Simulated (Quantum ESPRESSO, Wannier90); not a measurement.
Wannier functions of SrTe (rock salt)

```yaml
crystal:
  lattice:
    - [0.00000, 3.35583, 3.35583]
    - [3.35583, 0.00000, 3.35583]
    - [3.35583, 3.35583, 0.00000]
  atoms:
    - { symbol: Sr, position: [0.00000, 0.00000, 0.00000] }
    - { symbol: Te, position: [0.50000, 0.50000, 0.50000] }
```

Structure: Materials Project mp-1958, symmetrised, not relaxed again. COD (Crystallography Open Database) has an entry of this formula and space group (matched by these alone). Computed values, not measurements, from LDA: Quantum ESPRESSO (norm-conserving PseudoDojo potentials, cutoff 66 Ry, no spin polarisation, no spin-orbit coupling) on a Γ-centred 8×8×8 mesh, then Wannier90. Density: 8×8×8 mesh, cold smearing 0.01 Ry. Spin-orbit coupling is left out although heavy elements are present.

Valence charges of the files: Sr 10, Te 16. 27 bands were computed.

Isolated groups of bands, relative to the valence-band maximum (bands from 14 on overlap up to the last one computed):

```
bands  from (eV)  to (eV)  filling  weight on atomic waves
-----  ---------  -------  -------  ----------------------
1–5       -35.10   -35.08   filled             Te 4d 100 %
6         -34.61   -34.59   filled              Sr 4s 98 %
7–9       -16.73   -16.61   filled              Sr 4p 99 %
10        -10.01    -9.41   filled   Te 5s 90 %, Sr 5s 8 %
11–13      -2.80     0.00   filled   Te 5p 89 %, Sr 5s 6 %
```

Wanted is a model with the orbitals Sr s d, Te s p, without the filled groups that are mainly made of other shells (semicore states, and anion s where it isn't named); all higher bands stay in for disentanglement.

Question: Give num_wann, exclude_bands and num_bands, and the number of electrons that the model holds.

Answer: Electrons: 1×10 + 1×16 = 26, which fill 13 bands.
num_wann = 1×6 + 1×4 = 10.
exclude_bands = 1-9, 9 bands, so num_bands = 27 − 9 = 18.
The model holds 26 − 2×9 = 8 electrons. With the window frozen to 3.17 eV it follows pw.x to 3.2 meV rms (states up to 2.7 eV relative to the valence-band maximum).
